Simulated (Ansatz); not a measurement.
RbZn$_{4}$As$_{3}$ in space group P4/mmm (No. 123; Rb on 1b, Zn on 4i, As on 2h, As on 1a), r²SCAN (plane waves, PAW; program Ansatz). The conduction-band minimum lies at Γ, with 1 equivalent valley. Second derivatives d²E/dk² of the lowest band at one valley (eV·Å²), along Cartesian directions:

```tsv
direction	d²E/dk²
[100]	53.16
[010]	53.16
[001]	1.055
[110]	53.17
[101]	27.11
[011]	27.11
```

Problem. Find the principal effective masses, the density-of-states mass and the conductivity mass.

Solution. Off-diagonal terms follow from H_xy = H[110] − (H_xx + H_yy)/2, and m*/mₑ = 7.620 eV·Å² over each eigenvalue: 0.14, 0.14, 7.2. One valley's DOS mass (m₁m₂m₃)^(1/3) = 0.53, conductivity mass 3/(Σ 1/mᵢ) = 0.21 mₑ.

Problem. What effective density of states Nc follows at 300 K for parabolic valleys?

Solution. Nc = 2.509e19 × 1 × (0.53)^(3/2) ≈ 9.7e18 cm⁻³.

The workflow started from an entry of the Crystallography Open Database (COD, 200 K). Whether it is the stable phase at ambient conditions was not checked. The cell was relaxed with r²SCAN under the symmetry of its start; whether a distortion lowers the energy is not shown. Scalar-relativistic: spin–orbit coupling is off unless named, which matters more the heavier the elements.

Potentials: the later of the program's two PAW sets.

Edges and masses are those of Kohn–Sham bands, whose gap is no quasiparticle gap.
